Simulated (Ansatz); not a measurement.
GaAs:
```
CELL_PARAMETERS angstrom
      0.00000     2.83265     2.83265
      2.83265     0.00000     2.83265
      2.83265     2.83265     0.00000
ATOMIC_POSITIONS crystal
  Ga 0.00000 0.00000 0.00000
  As 0.25000 0.25000 0.25000
```

Relaxed with r²SCAN.

Task: Give the Bader charges and basin volumes of the independent atoms, r²SCAN in the plane-wave PAW code Ansatz.

Result: 

| atom | Bader charge (e) | Bader volume (Å³) |
|---|---|---|
| Ga1 | +0.77 | 16.6 |
| As2 | -0.77 | 28.8 |

Space group F-43m (zinc blende). Symmetry was held in the r²SCAN relaxation.

Potentials: the earlier of the program's two PAW sets. The files were generated under PBE; for other functionals the program regenerates the frozen cores, and for LDA and PBEsol the local potential too.
